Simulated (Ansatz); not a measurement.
AlRu (CsCl type), relaxed with r²SCAN (Ansatz, a quantum-chemistry and plane-wave program, plane waves, PAW): a = 2.9825 Å, b = 2.9825 Å, c = 2.9825 Å, α = 90.00°, β = 90.00°, γ = 90.00°.

```
Property              Value
--------------------  -----
ΔH_f (eV/atom)        -0.72
B₀ by P(V) fit (GPa)    221
```

Question: The same phase is relaxed and computed with PBE in the same code. What are the cell and these values now?

Answer: a = b = c = 3.0038 Å, α = β = γ = 90.00°.

- ΔH_f (eV/atom): -0.64
- B₀ by P(V) fit (GPa): 203

All cells were relaxed under the symmetry of their starts (and spin orders); stability against distortions was not tested throughout. Rows with no word on spin ran without spin polarisation. Scalar-relativistic: spin–orbit coupling is off unless named, which matters more the heavier the elements.

Potentials: the earlier of the program's two PAW sets.

Ansatz is a plane-wave DFT program.

Formation energies count from the lowest solids of the elements computed at the same level, not from gases.
